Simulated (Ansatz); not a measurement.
**Squeezing RhC (zincblende type)**

```xyz
2
Lattice="0.0000 2.2909 2.2909 2.2909 0.0000 2.2909 2.2909 2.2909 0.0000" Properties=species:S:1:pos:R:3 pbc="T T T"
Rh    0.0000    0.0000    0.0000
C     1.1454    1.1454    1.1454
```

The cell comes from a relaxation on PAW files under the same functional, begun from a prototype that needn't be the stable phase.

Its volume is scaled at fixed shape and fractional positions.

Computed with Ansatz 0.2.0; functional PBE, scalar-relativistic. Settings: a Γ-centred 14×14×14 k mesh, Fermi–Dirac smearing of 0.1 eV, no spin polarisation. Methods: LAPW: all electrons, basis error target 1 meV/atom; PAW: frozen-core files, cutoff 420 eV; crystal datasets: all electrons, by PAW datasets that the program makes for each cell; norm-conserving: pseudopotentials, cutoff 1197 eV.

Energies are extrapolated to zero smearing and count from the unscaled cell; pressure is positive in compression; gaps take the mesh and a band path. No temperature or zero-point motion is included.

The structure type is held throughout; the real material can change phase at far lower pressure.

```csv
V/V0,V (Å³/atom),P LAPW (GPa),ΔE LAPW (eV/atom),P PAW − LAPW (GPa),ΔE PAW − LAPW (meV/atom)
1.00,12.02,0.03,0.000,-0.05,0.0
0.95,11.42,13.54,0.024,-0.06,-0.2
0.85,10.22,55.0,0.266,-0.08,-0.7
0.75,9.02,128.2,0.927,-0.08,-1.3
0.65,7.81,261.3,2.337,-0.20,-2.4
0.55,6.61,515.6,5.146,-0.24,-4.1
0.45,5.41,?,10.731,-2.05,-9.6
0.40,4.81,1508,15.444,-7.19,-25.2
```

(1) Give the missing entry: row "0.45", column "P LAPW (GPa)".

(2) Fit the Vinet equation to the LAPW pressures over the whole range, with residuals weighted by 1/(|P| + 0.03·Pmax).

(3) From the table, what is the rise of the enthalpy H = E + pV up to the last row, and how stiff is the crystal between the last two rows?

(4) At the smallest volume, how far do crystal datasets and norm-conserving lie from LAPW in pressure?

(5) How do the Löwdin populations by LAPW change from the unscaled cell to the last row?

Answers

(1) 1039.

(2) V0 = 12.03 Å³/atom, B0 = 227 GPa and B0′ = 4.83, and the fit misses no point by more than 7.8 GPa. A fit over so wide a range pins B0 less well than one near rest.

(3) ΔH = 15.444 eV + (1508 GPa × 4.81 Å³ − 0.03 GPa × 12.02 Å³) × 0.006242 eV/(GPa·Å³) = 60.70 eV/atom, of which pV makes 75 %. The mean bulk modulus there is −ΔP/Δln V = 3980 GPa.

(4) crystal datasets: +0.02 GPa; norm-conserving: +3.75 GPa, on a LAPW pressure of 1508 GPa.

(5) Rh 4s 1.95 → 1.84, Rh 5s 0.54 → 0.49, Rh 4p 5.97 → 5.87, Rh 4d 7.88 → 8.15, C 2s 1.46 → 1.09, C 2p 3.12 → 3.44 electrons an atom. These are projections on the shells that the free atoms fill; 0.09 e a cell lies outside them at the start and 0.17 e at the end.
